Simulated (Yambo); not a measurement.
Na₃MoO₃F₃ (space group R3, No. 146), G0W0@PBEsol in Yambo with this input:

```
rim_cut
gw0
dyson
el_el_corr
HF_and_locXC
ppa
em1d
RandQpts= 1000000
RandGvec= 1 Ry
EXXRLvcs= 88 Ry
VXCRLvcs= 352 Ry
Chimod= "HARTREE"
% BndsRnXp
 5 | 203 |
%
NGsBlkXp= 7 Ry
% LongDrXp
 1.0 | 1.0 | 1.0 |
%
PPAPntXp= 27.2114 eV
% GbndRnge
 1 | 203 |
%
GTermKind= "BG"
DysSolver= "n"
ExtendOut
```

On a 2×2×2 mesh, with wavefunctions cut at 88 Ry, the gap (L → Z) is 7.226 eV and the valence edge shifts by -1.216 eV.

What happens with this change: no terminator?

The gap rises by 0.057 eV, to 7.283 eV; the shift of the valence edge becomes -1.017 eV. Neither run is shown to be the converged limit.

Spin-orbit coupling is not included.

Geometry of the Materials Project entry, not relaxed at this level; primitive cell a = b = c = 5.8061 Å, α = β = γ = 57.29°.

A shift is the quasiparticle energy of the state minus its PBEsol energy.
